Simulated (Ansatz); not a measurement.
A 2-atom cell of BAs (F-43m) from a materials database (r2SCAN geometry), in Ansatz:

```
B As
1.0
     0.00000    2.39187    2.39187
     2.39187    0.00000    2.39187
     2.39187    2.39187    0.00000
B As
1 1
Cartesian
  1.1959 1.1959 1.1959
  0.0000 0.0000 0.0000
```

G0W0@PBE with 202 empty bands, a screening cutoff of 220 eV and a 6×6×6 mesh (PAW, contour deformation) gives 1.954 eV over the mesh points, from a PBE gap of 1.284 eV; it sums over 211 bands with 181 plane waves in the screening and a wave cutoff of 420 eV. No extrapolation in bands, cutoff or mesh was made for G0W0. The values are computed, spin-unpolarised, and not measurements.

Question: Estimate the gap with empty bands 81, screening cutoff 120 eV.

Answer: 1.875 eV (-0.079 eV), from a Kohn-Sham gap of 1.284 eV.

Question: Another run gave a Kohn-Sham gap of 1.284 eV and a G0W0 gap of 1.924 eV, summing over 211 bands with 181 plane waves in the screening and a wave cutoff of 420 eV. What was changed?

Answer: Frequency model Godby-Needs pole. Only the quasiparticle gap differs.

Question: Estimate the gap with empty bands 372, screening cutoff 300 eV.

Answer: 1.974 eV (+0.020 eV), from a Kohn-Sham gap of 1.284 eV.

Question: Estimate the gap with potentials of the kind norm-conserving, with them a wave cutoff of 1143 eV.

Answer: 1.962 eV (+0.008 eV), from a Kohn-Sham gap of 1.291 eV.

Spin-orbit coupling is left out.
